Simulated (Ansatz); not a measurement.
Total density of states per atom from DFT-LDA in the program Ansatz with PAW potentials, in 0.25 eV bins, energy from the Fermi level:

(E (eV), states/eV/atom): (-7.85, 0.68); (-7.60, 0.45); (-7.35, 0.35); (-7.10, 0.31); (-6.85, 0.29); (-6.60, 0.53); (-6.35, 0.81); (-6.10, 1.11); (-5.85, 1.28); (-5.60, 0.94); (-5.35, 1.03); (-5.10, 0.86); (-4.85, 0.55); (-4.60, 0.99); (-4.35, 1.71); (-4.10, 1.16); (-3.85, 1.67); (-3.60, 1.78); (-3.35, 1.37); (-3.10, 1.15); (-2.85, 0.91); (-2.60, 0.42); (-2.35, 0.26); (-2.10, 0.22); (-1.85, 0.18); (-1.60, 0.15); (-1.35, 0.12); (-1.10, 0.18); (-0.85, 0.76); (-0.60, 0.54); (-0.35, 0.41); (-0.10, 0.35); (0.15, 0.31); (0.40, 0.28); (0.65, 0.26); (0.90, 0.24); (1.15, 0.25); (1.40, 0.27); (1.65, 0.29); (1.90, 0.30); (2.15, 0.36); (2.40, 0.40); (2.65, 0.42); (2.90, 0.42); (3.15, 0.42); (3.40, 0.40); (3.65, 0.43); (3.90, 0.45); (4.15, 0.43); (4.40, 0.42); (4.65, 0.40)

**Question.** Which compound is it?
A) Al2Pt, fluorite or antifluorite type
B) AlPt, CsCl type
C) TlBr, CsCl type
D) ScAl3, Cu3Au type

**Answer.** B, AlPt, CsCl type. Within 0.5 eV of the Fermi level: Pt 5d 44 %, Al 3p 35 %, Al 3s 9 %, Pt 6s 7 %. Projections are on Löwdin-orthogonalised atomic valence shells; empty p or d shells of many metals are not among them.

Space group Pm-3m (CsCl type). The workflow started from a Materials Project entry (that database holds measured and hypothetical structures alike); the Crystallography Open Database copy checked does not list it. With Al and Pt taken as one species the cell has the higher symmetry Im-3m, so it may be an ordered model of a mixed-site phase. Whether it is the stable phase at ambient conditions was not checked. The LDA relaxation kept the symmetry of its start; of distortions, only those at the zone centre were tested. No spin polarisation was allowed. Scalar-relativistic: spin–orbit coupling is off unless named, which matters more the heavier the elements.

Potentials: the later of the program's two PAW sets.
